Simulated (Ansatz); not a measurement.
YSn2B2 in Ansatz, relaxation

Run with:

```bash
ansatz run input.yaml --threads 2 --pin off --max-ram 2560MiB --backend cpu --events-out ev --progress --plain --runs-dir out
```

input.yaml:

```yaml
crystal:
  lattice:
    - [6.326703, 0.0, 0.0]
    - [0.0, 6.326703, 0.0]
    - [0.0, 0.0, 4.240013]
  atoms:
    - { symbol: Sn, position: [0.1626, 0.6626, 0.5] }
    - { symbol: Sn, position: [0.3374, 0.1626, 0.5] }
    - { symbol: Sn, position: [0.8374, 0.3374, 0.5] }
    - { symbol: Sn, position: [0.6626, 0.8374, 0.5] }
    - { symbol: B, position: [0.3622, 0.8622, 0.5] }
    - { symbol: B, position: [0.1378, 0.3622, 0.5] }
    - { symbol: B, position: [0.6378, 0.1378, 0.5] }
    - { symbol: B, position: [0.8622, 0.6378, 0.5] }
    - { symbol: "Y", position: [0.0, 0.0, 0.0] }
    - { symbol: "Y", position: [0.5, 0.5, 0.0] }
  symmetry: { tolerance: 0.0003 }
kpoints:
  mp_grid: { grid: [4, 4, 6], shift: [0, 0, 0] }
magnetization:
  spin_polarized: false
scf:
  occupations: { method: methfessel_paxton, width: 0.0305 }
  lower_state_search: "off"
hamiltonian:
  pseudopotentials: { kind: paw }
  xc: r2scan
basis:
  ecutwfc: 500
  fft_grid_basis: typed
relax:
  max_steps: 80
  cell: { p_target: 0.0 }
  f_tol: 0.03
output:
  forces: true
  stress: true
  eigenvalues: true
  bader: true
  populations: true
  elf: true
  write_potential: true
  volumetric_format: npy
  dos:
    e_range: [-12, 8]
    de: 0.05
    projected: { site_lists: { B: [B], Sn: [Sn], "Y": ["Y"] } }
checkpoint:
  read: saved_state
```

Origin of the cell: a known structure type with other elements, at an estimated volume, so it need not be a known compound.

The saved state is a converged single point of the same cell.

Steps («new basis» is an SCF on plane waves selected anew at the same cell):

```json
{"step": "1", "ΔF (meV/atom)": "0.0", "max force component (eV/Å)": "0.769", "P (GPa)": "60.11", "volume (Å³)": "169.72", "SCF iterations": "7", "step was": "accepted"}
{"step": "2", "ΔF (meV/atom)": "-756.2", "max force component (eV/Å)": "0.695", "P (GPa)": "33.18", "volume (Å³)": "185.88", "SCF iterations": "8", "step was": "accepted"}
{"step": "3", "ΔF (meV/atom)": "-1219.9", "max force component (eV/Å)": "0.475", "P (GPa)": "15.24", "volume (Å³)": "200.34", "SCF iterations": "7", "step was": "accepted"}
{"step": "4", "ΔF (meV/atom)": "-1427.0", "max force component (eV/Å)": "0.060", "P (GPa)": "4.86", "volume (Å³)": "205.78", "SCF iterations": "8", "step was": "accepted"}
{"step": "5", "ΔF (meV/atom)": "-1470.2", "max force component (eV/Å)": "0.250", "P (GPa)": "2.12", "volume (Å³)": "202.63", "SCF iterations": "8", "step was": "accepted"}
{"step": "6", "ΔF (meV/atom)": "-1477.0", "max force component (eV/Å)": "0.128", "P (GPa)": "0.34", "volume (Å³)": "201.45", "SCF iterations": "7", "step was": "accepted"}
{"step": "7", "ΔF (meV/atom)": "-1478.0", "max force component (eV/Å)": "0.080", "P (GPa)": "-0.16", "volume (Å³)": "204.60", "SCF iterations": "6", "step was": "accepted"}
{"step": "8", "ΔF (meV/atom)": "-1478.2", "max force component (eV/Å)": "0.058", "P (GPa)": "0.02", "volume (Å³)": "203.53", "SCF iterations": "6", "step was": "accepted"}
{"step": "9", "ΔF (meV/atom)": "-1478.3", "max force component (eV/Å)": "0.003", "P (GPa)": "0.02", "volume (Å³)": "203.69", "SCF iterations": "5", "step was": "accepted"}
{"step": "10", "ΔF (meV/atom)": "-1481.0", "max force component (eV/Å)": "0.004", "P (GPa)": "0.10", "volume (Å³)": "203.69", "SCF iterations": "7", "step was": "new basis"}
{"step": "11", "ΔF (meV/atom)": "-1481.0", "max force component (eV/Å)": "0.001", "P (GPa)": "-0.01", "volume (Å³)": "203.88", "SCF iterations": "5", "step was": "accepted"}
{"step": "12", "ΔF (meV/atom)": "-1481.0", "max force component (eV/Å)": "0.001", "P (GPa)": "-0.01", "volume (Å³)": "203.88", "SCF iterations": "5", "step was": "new basis"}
```

Before:

Space group P4/mbm (No. 127); the run's cell has a = 6.327 Å, b = 6.327 Å, c = 4.240 Å, α = 90.00°, β = 90.00°, γ = 90.00°. Shortest distances: B–Sn 1.79 Å, B–B 2.47 Å, Sn–Sn 2.91 Å, Sn–Y 3.18 Å, B–Y 3.24 Å.

The relaxed structure.

Space group P4/mbm (No. 127); the run's cell has a = 7.453 Å, b = 7.453 Å, c = 3.671 Å, α = 90.00°, β = 90.00°, γ = 90.00°. Shortest distances: B–Sn 2.13 Å, Sn–Sn 3.03 Å, B–B 3.26 Å, B–Y 3.36 Å, Sn–Y 3.40 Å.

```yaml
crystal:
  lattice:
    - [7.45279, 0.00000, 0.00000]
    - [0.00000, 7.45279, 0.00000]
    - [0.00000, 0.00000, 3.67061]
  atoms:
    - { symbol: Sn, position: [0.14354, 0.64354, 0.50000] }
    - { symbol: Sn, position: [0.35646, 0.14354, 0.50000] }
    - { symbol: Sn, position: [0.85646, 0.35646, 0.50000] }
    - { symbol: Sn, position: [0.64354, 0.85646, 0.50000] }
    - { symbol: B, position: [0.34534, 0.84534, 0.50000] }
    - { symbol: B, position: [0.15466, 0.34534, 0.50000] }
    - { symbol: B, position: [0.65466, 0.15466, 0.50000] }
    - { symbol: B, position: [0.84534, 0.65466, 0.50000] }
    - { symbol: Y, position: [0.00000, 0.00000, 0.00000] }
    - { symbol: Y, position: [0.50000, 0.50000, 0.00000] }
```

| Quantity | Value |
| --- | --- |
| Free energy lowered by | 1481.0 meV/atom |
| Volume change | 20.13 % |
| Final pressure | -0.01 GPa |
| Relaxation steps listed | 12 |

Caveats: no dispersion correction, so spacings can come out too large where layers or molecules are weakly bound; the relaxation held the start's symmetry, so the end may be a saddle point.

The run took 4.7 min on 2 threads of Arm Neoverse V1, with other jobs on the host, peak memory 1 GiB, from a saved density.
